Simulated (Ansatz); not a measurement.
Ba₂Zn₃As₂O₂:
```cif
data_As2Ba2O2Zn3
_chemical_formula_sum 'Ba2 Zn3 As2 O2'
_space_group_name_H-M_alt 'P 1'
_space_group_IT_number 1
_cell_length_a 10.38608
_cell_length_b 10.38608
_cell_length_c 10.38608
_cell_angle_alpha 156.851
_cell_angle_beta 156.851
_cell_angle_gamma 32.968
loop_
_space_group_symop_operation_xyz
  'x, y, z'
loop_
_atom_site_label
_atom_site_type_symbol
_atom_site_fract_x
_atom_site_fract_y
_atom_site_fract_z
_atom_site_occupancy
Ba1 Ba 0.58871 0.58871 0.00000 1
Ba2 Ba 0.41129 0.41129 0.00000 1
Zn1 Zn 0.00000 0.00000 0.00000 1
Zn2 Zn 0.25000 0.75000 0.50000 1
Zn3 Zn 0.75000 0.25000 0.50000 1
As1 As 0.17525 0.17525 0.00000 1
As2 As 0.82475 0.82475 0.00000 1
O1 O 0.50000 0.00000 0.50000 1
O2 O 0.00000 0.50000 0.50000 1
```

Relaxed with r²SCAN.

Tabulate the valence density and the electron localisation function along the shortest Ba–O contact (2.73 Å), plane-wave PAW r²SCAN (Ansatz code).



```csv
distance from Ba (Å),density (e/Å³),ELF
0.27,0.53,0.01
0.41,0.93,0.21
0.55,1.29,0.61
0.68,1.40,0.81
0.82,1.22,0.87
0.96,0.88,0.85
1.09,0.56,0.72
1.23,0.35,0.39
1.37,0.24,0.14
1.50,0.22,0.11
1.64,0.27,0.26
1.78,0.42,0.57
1.91,0.72,0.77
2.05,1.32,0.83
2.19,2.53,0.83
2.32,4.39,0.77
2.46,6.21,0.59
```

The density is the valence pseudo-density with augmentation charge, so density and ELF within about 1 Å of a nucleus are not all-electron values.

Space group I4/mmm. The workflow started from a Materials Project entry (that database holds measured and hypothetical structures alike); the Crystallography Open Database copy checked does not list it. Whether it is the stable phase at ambient conditions was not checked. The r²SCAN relaxation kept the symmetry of its start; whether a distortion lowers the energy is not shown. Scalar-relativistic: spin–orbit coupling is off unless named, which matters more the heavier the elements.

Potentials: the later of the program's two PAW sets.
